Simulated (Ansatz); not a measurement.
Q: Name crystals whose computed values (DFT-HSE06 in the program Ansatz with PAW potentials) fall in these windows: B₀ by P(V) fit (GPa) 61 to 79; gap (eV) 1.2 to 1.6.

A: 

| crystal | B₀ by P(V) fit (GPa) | gap (eV) |
|---|---|---|
| InP, wurtzite | 69.1 | 1.44 |
| ZnCu2SnS4, I-4 (Pearson symbol tI16) | 70.4 | 1.44 |
| GaCuSe2, chalcopyrite | 65.1 | 1.36 |
| GaAs, wurtzite | 71.9 | 1.29 |
| InP, zinc blende | 69.4 | 1.38 |
Others may fit too.

Built on a structure type that need not be the filed one of that space group: InP, wurtzite; GaAs, wurtzite. Not the usual ambient phase: InP, wurtzite; GaAs, wurtzite. All cells were relaxed under the symmetry of their starts (and spin orders); stability against distortions was not tested throughout. Rows with no word on spin ran without spin polarisation. Spin–orbit coupling is left out wherever it is not named.

Potentials: the later of the program's two PAW sets.
